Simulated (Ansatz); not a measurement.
BW$_{2}$:
```yaml
crystal:
  lattice:
    - [3.49152, 0.00000, 0.00000]
    - [0.00000, 3.49152, 0.00000]
    - [0.00000, 0.00000, 6.40467]
  atoms:
    - { symbol: W, position: [0.00000, 0.00000, 0.00000] }
    - { symbol: W, position: [0.50000, 0.50000, 0.00000] }
    - { symbol: W, position: [0.50000, 0.00000, 0.36011] }
    - { symbol: W, position: [0.00000, 0.50000, 0.63989] }
    - { symbol: B, position: [0.50000, 0.00000, 0.72193] }
    - { symbol: B, position: [0.00000, 0.50000, 0.27807] }
```

Relaxed with PBE. Special points in fractions of this cell's reciprocal vectors: Γ (0.000, 0.000, 0.000); X (0.000, 0.500, 0.000); M (0.500, 0.500, 0.000); Z (0.000, 0.000, 0.500); R (0.000, 0.500, 0.500); A (0.500, 0.500, 0.500).

Q: List the band energies nearest the Fermi level at these points for plane-wave PAW PBE (Ansatz code).

A: In eV from the Fermi level; about four levels below and three above (degenerate sets whole), none deeper than 8.9 eV; points with the same levels are listed once.

| k | below | above |
|---|---|---|
| Γ | -1.27 -0.53 -0.41 -0.41 | 0.01 1.20 2.19 |
| X | -2.22 -2.22 -1.47 -1.47 | 0.17 0.17 0.70 0.70 |
| M | -2.91 -2.91 -1.03 -1.03 | 0.72 0.72 1.27 1.27 |
| Z | -1.66 -1.66 -0.83 -0.83 -0.67 | 0.92 1.38 1.63 1.63 |
| R | -1.09 -1.09 -0.37 -0.37 | 0.52 0.52 1.33 1.33 |
| A | -2.91 -2.91 -2.75 -2.75 | 1.02 1.02 1.46 1.46 |

Space group P4/nmm. The cell is a constructed one: a structure type filled with these elements; neither database checked (COD, Materials Project) lists it. COD files the formula under space group No. 140, so this cell is another polymorph or a model. Its standing as an ambient phase is unchecked. Symmetry was held in the PBE relaxation; whether a distortion lowers the energy is not shown. No spin polarisation was allowed. Scalar-relativistic: spin–orbit coupling is off unless named, which matters more the heavier the elements.

Potentials: the earlier of the program's two PAW sets.
